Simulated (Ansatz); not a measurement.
Input file for Ansatz (an electronic-structure program):

Ansatz 0.2 input:
```yaml
crystal:
  lattice:
    - [-2.8953024626, 2.8953024626, 4.8009428647]
    - [2.8953024626, -2.8953024626, 4.8009428647]
    - [2.8953024626, 2.8953024626, -4.8009428647]
  atoms:
    - { symbol: Ge, position: [0.75, 0.25, 0.5] }
    - { symbol: Ge, position: [0.0, 0.0, 0.0] }
    - { symbol: Se, position: [0.6243788905, 0.625, 0.4993788905] }
    - { symbol: Se, position: [0.375, 0.8743788905, 0.9993788905] }
    - { symbol: Se, position: [0.1256211095, 0.125, 0.5006211095] }
    - { symbol: Se, position: [0.875, 0.3756211095, 0.0006211095] }
kpoints:
  mp_grid: { grid: [6, 6, 6] }
basis: { xc_grid: 2 }
hamiltonian:
  xc: pbesol
  pseudopotentials: { kind: paw }
scf:
  occupations: { method: fixed }
output:
  optics: { e_range: [0.0, 15.0], de: 0.05, sigma: 0.1, bands: { spectra_wanted_up_to: 12 eV } }
```

Output (shortened):

```
output.optics: the spectra are integrated over the Brillouin zone by k·p interpolation around the k-points, where levels, occupations, output.optics.sigma and …
Pseudopotential: Ge, paw, valence charge 14
Pseudopotential: Se, paw, valence charge 16
Functional definition: PBEsol
Crystal: 6 atoms, lattice volume = 160.981 Å³
Basis set: ecut = 420 eV, 3145 PW (Γ), exchange–correlation on 90×90×90 points (8 copies of the dense FFT grid, shifted against one another)
Bands: 56, of which v1, the nominal top of the filled ones, is band 46 counted from 1 (45 counted from 0)
Symmetry: 8 space group operations
Space group: I-42d (ITA 122), of the structure as read, at distance tolerance 5.4e-5 Å
k-points: 30 of 216 (time reversal used)
SCF iter   1: F=—  HF=-30205.162011 eV  |F-HF|=—  |Δ(HF+E_count)|=         —  Δρ=2.55e-3  dr2=1.51e-2  ethr=1.77e-3  ⟨swp⟩=5.0  Hψ=5303  notcnv=0  defer=240
preconditioner: auto → Resta (q_TF=auto, 2.485 Å⁻¹)
SCF iter   2: F=—  HF=-30205.156960 eV  |F-HF|=—  |Δ(HF+E_count)|=   5.05e-3  Δρ=1.29e-3  dr2=2.59e-3  ethr=1.64e-5  ⟨swp⟩=3.0  Hψ=3391  notcnv=0  defer=240
SCF iter   3: F=—  HF=-30205.157106 eV  |F-HF|=—  |Δ(HF+E_count)|=   1.46e-4  Δρ=4.55e-4  dr2=3.90e-4  ethr=2.82e-6  ⟨swp⟩=2.0  Hψ=2432  notcnv=0  defer=240
SCF iter   4: F=—  HF=-30205.157212 eV  |F-HF|=—  |Δ(HF+E_count)|=   1.05e-4  Δρ=1.90e-4  dr2=8.04e-5  ethr=4.24e-7  ⟨swp⟩=2.0  Hψ=2432  notcnv=0  defer=240
SCF iter   5: F=—  HF=-30205.157250 eV  |F-HF|=—  |Δ(HF+E_count)|=   3.87e-5  Δρ=5.72e-5  dr2=6.02e-6  ethr=8.74e-8  ⟨swp⟩=2.0  Hψ=2372  notcnv=0  defer=90
SCF iter   6: F=—  HF=-30205.157311 eV  |F-HF|=—  |Δ(HF+E_count)|=   6.03e-5  Δρ=1.96e-5  dr2=5.28e-7  ethr=6.55e-9  ⟨swp⟩=2.0  Hψ=2372  notcnv=0  defer=88
SCF iter   7: F=—  HF=-30205.157312 eV  |F-HF|=—  |Δ(HF+E_count)|=   1.06e-6  Δρ=4.15e-6  dr2=2.60e-8  ethr=5.73e-10  ⟨swp⟩=2.0  Hψ=2372  notcnv=0  defer=88
SCF iter   8: F=—  HF=-30205.157312 eV  |F-HF|=—  |Δ(HF+E_count)|=   2.94e-8  Δρ=9.95e-7  dr2=1.32e-9  ethr=2.82e-11  ⟨swp⟩=2.0  Hψ=2372  notcnv=0  defer=88
SCF iter  10: F=-30205.157312 eV  HF=-30205.157312 eV  |F-HF|=7.28e-12  |Δ(HF+E_count)|=  6.18e-11  Δρ=3.42e-8  dr2=2.13e-12  ethr=1.00e-12  ⟨swp⟩=9.6  Hψ=6247  notcnv=0
SCF 1 converged in 10 iterations: F = -30205.157312 eV  dr2 = 2.13e-12
NSCF: frozen V_eff on 30 k-points
Optics k sum: 0 of 30 k-points
Optics k sum: 2 of 30 k-points
Optics k sum: 3 of 30 k-points
Optics k sum: 5 of 30 k-points
Optics k sum: 6 of 30 k-points
Optics k sum: 8 of 30 k-points
Optics k sum: 9 of 30 k-points
Optics k sum: 11 of 30 k-points
Optics k sum: 12 of 30 k-points
Optics k sum: 14 of 30 k-points
Optics k sum: 15 of 30 k-points
Optics k sum: 17 of 30 k-points
Optics k sum: 18 of 30 k-points
Optics k sum: 20 of 30 k-points
Optics k sum: 21 of 30 k-points
Optics k sum: 23 of 30 k-points
Optics k sum: 24 of 30 k-points
Optics k sum: 26 of 30 k-points
Optics k sum: 27 of 30 k-points
Optics k sum: 29 of 30 k-points
Optics k sum: 30 of 30 k-points
Optics k sum: 0 of 30 k-points
Optics k sum: 2 of 30 k-points
Optics k sum: 3 of 30 k-points
Optics k sum: 5 of 30 k-points
Optics k sum: 6 of 30 k-points
Optics k sum: 8 of 30 k-points
Optics k sum: 9 of 30 k-points
Optics k sum: 11 of 30 k-points
Optics k sum: 12 of 30 k-points
Optics k sum: 14 of 30 k-points
Optics k sum: 15 of 30 k-points
Optics k sum: 17 of 30 k-points
Optics k sum: 18 of 30 k-points
Optics k sum: 20 of 30 k-points
Optics k sum: 21 of 30 k-points
Optics k sum: 23 of 30 k-points
Optics k sum: 24 of 30 k-points
Optics k sum: 26 of 30 k-points
Optics k sum: 27 of 30 k-points
Optics k sum: 29 of 30 k-points
Optics k sum: 30 of 30 k-points
NSCF: frozen V_eff on 1 k-points
NSCF: frozen V_eff on 1 k-points
NSCF: frozen V_eff on 1 k-points
output.optics: what the bands over the 87 summed would add to eps1, eps2 and the energy-loss function is held between a lower and an upper bound (6 Lanczos …
SCF converged after 10 iterations
Free energy (F): -30205.157312 eV
Harris-Foulkes:  -30205.157312 eV  (|F-HF|=7.28e-12)
Internal energy: -30205.157312 eV  (E = F + TS)
E sigma→0 (E₀):  -30205.157312 eV
Fermi energy:    6.117300 eV
--- Per-component energies (eV) ---
  E_band       = -1999.930445
  E_kinetic    = 693.910428
  E_local      = -15936.503992  (includes V_loc(G=0)·N_el)
  E_nonlocal   = -1527.264798
  E_hartree    = 7523.836628
  E_xc         = -560.983743
  E_vxc        = -518.759133  (∫ρ·V_xc dr)
  E_paw        = -11431.750536  (= ΣΔE_a)
  E_vpaw       = 241.015614  (= ΣTr[D̂ρ^β])
  E_aug_tail   = -0.001810  (compensation charges beyond the density's cutoff)
  E_ewald      = -8972.269162
  E_core_change = 5.869674  (= ΣΔE_core)
  E_smearing   =  0.000000  (= −TS)
  E_closure    =  0.000000  (closes the sum)
  Σ components = -30205.157312   (vs F -30205.157312, Δ=0.00e0)
  [band-id]    e_kinetic+e_local+e_nonlocal+2·e_hartree+e_vxc+e_vpaw+e_augmentation_tail = -1999.930436   (vs E_band -1999.930445, Δ=9.12e-6)
--- Band table (eV; the first three rows and the last of 30) ---
  k-point 0: bands = ["-41.1719", "-41.1716", "-41.1715", "-41.1715", "-41.1706", "-41.1703", "-41.1703", "-41.1701", "-41.0251", "-41.0248", "-41.0248", "-41.0247", "-40.9749", "-40.9748", "-40.9747", "-40.9747", "-40.9444", "-40.9443", "-40.9443", …
  k-point 1: bands = ["-41.1719", "-41.1716", "-41.1715", "-41.1715", "-41.1705", "-41.1703", "-41.1703", "-41.1701", "-41.0251", "-41.0248", "-41.0248", "-41.0247", "-40.9749", "-40.9748", "-40.9747", "-40.9747", "-40.9444", "-40.9444", "-40.9443", …
  k-point 2: bands = ["-41.1718", "-41.1716", "-41.1716", "-41.1715", "-41.1705", "-41.1704", "-41.1702", "-41.1701", "-41.0250", "-41.0249", "-41.0249", "-41.0248", "-40.9748", "-40.9748", "-40.9747", "-40.9747", "-40.9444", "-40.9444", "-40.9443", …
  k-point 29: bands = ["-41.1718", "-41.1718", "-41.1715", "-41.1715", "-41.1703", "-41.1703", "-41.1703", "-41.1703", "-41.0249", "-41.0249", "-41.0248", "-41.0248", "-40.9748", "-40.9748", "-40.9747", "-40.9747", "-40.9444", "-40.9444", "-40.9443", …
```

Cost: about 7 core-minutes (a rough figure) on shared cores.

The first step of the workflow began from a Materials Project structure, measured or hypothetical; the Crystallography Open Database copy checked does not list it. Its standing as an ambient phase is unchecked. Symmetry was held in the PBEsol relaxation; its stability against distortions is not shown here. Scalar-relativistic: spin–orbit coupling is off unless named, which matters more the heavier the elements.

Potentials: the later of the program's two PAW sets.

Ansatz is a plane-wave DFT program.
